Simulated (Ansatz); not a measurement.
La$_{2}$O$_{3}$:
Space group P-3m1 (No. 164); a = b = 3.8831 Å, c = 5.9510 Å, α = β = 90.00°, γ = 120.00°

```
atom  site  symmetry       x       y       z
----  ----  --------  ------  ------  ------
La      2d       3m.  0.3333  0.6667  0.2440
O       2d       3m.  0.6667  0.3333  0.3534
O       1a      -3m.  0.0000  0.0000  0.0000
```

Relaxed at zero pressure with LDA in the plane-wave PAW code Ansatz.

Question: The volume is lowered by 6 % and shape and atoms relax at that volume. What pressure results, and how do the axes share the change?

Answer: 8.5 GPa; a -0.8 %, b -0.8 %, c -4.4 %; the energy rises by 24 meV/atom.

Question: Give the new structure.

Answer: 
Space group P-3m1 (No. 164); a = 3.8502 Å, b = 3.8502 Å, c = 5.6901 Å, α = 90.00°, β = 90.00°, γ = 120.00°

```json
[
 {"atom": "La", "site": "2d", "symmetry": "3m.", "x": "0.3333", "y": "0.6667", "z": "0.2383"},
 {"atom": "O", "site": "2d", "symmetry": "3m.", "x": "0.6667", "y": "0.3333", "z": "0.3488"},
 {"atom": "O", "site": "1a", "symmetry": "-3m.", "x": "0.0000", "y": "0.0000", "z": "0.0000"}
]
```

The phase is kept; no other phase was compared at this pressure.

Symmetry was held in the LDA relaxation; phonons on a q-mesh show no instability. Scalar-relativistic: spin–orbit coupling is off unless named, which matters more the heavier the elements.

Potentials: the earlier of the program's two PAW sets.
